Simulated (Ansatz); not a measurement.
A geometry of Cr away from equilibrium: step 2 of the relaxation of a relaxed Cr cell displaced along its unstable phonon at q = (½, 0, 0) of its primitive reciprocal cell (173i cm⁻¹), largest move 0.15 Å. Level of theory: PBE (plane waves to 420 eV, PAW, scalar-relativistic; Ansatz, a first-principles code). Γ-centred k-mesh 7×14×14 on the run's cell (coarser than for final values), Fermi–Dirac smearing 0.05 eV.

```xyz
2
Lattice="4.5955 0.0000 0.0000 0.0000 2.3350 0.0000 0.0000 0.0000 2.3446" Properties=species:S:1:pos:R:3:forces:R:3 pbc="T T T" free_energy=-6753.783 pressure_GPa=-0.3
Cr     0.0000     0.0000    -0.2981    0.0000    0.0000   -0.7797
Cr     2.2978     0.0000     0.2981    0.0000    0.0000    0.7797
```

Positions in Å, forces in eV/Å, free energy of the cell in eV (comparable only within this code, potentials and settings). Largest force: 0.78 eV/Å, on Cr1, Cr2 (atoms numbered as listed); the geometry lies 0.11 eV/atom above the end of its relaxation.

No spin polarisation in the result. A magnetic state may lie lower.

The run could not lose the symmetry of its start: the end is stationary, and may be a saddle point rather than a minimum.

The end of the path is a generated cell of Cr: the first start was made by placing the elements on the sites of a structure type, and the end was not matched to a known phase here, so it may be hypothetical. Known forms of Cr include space group No. 229.
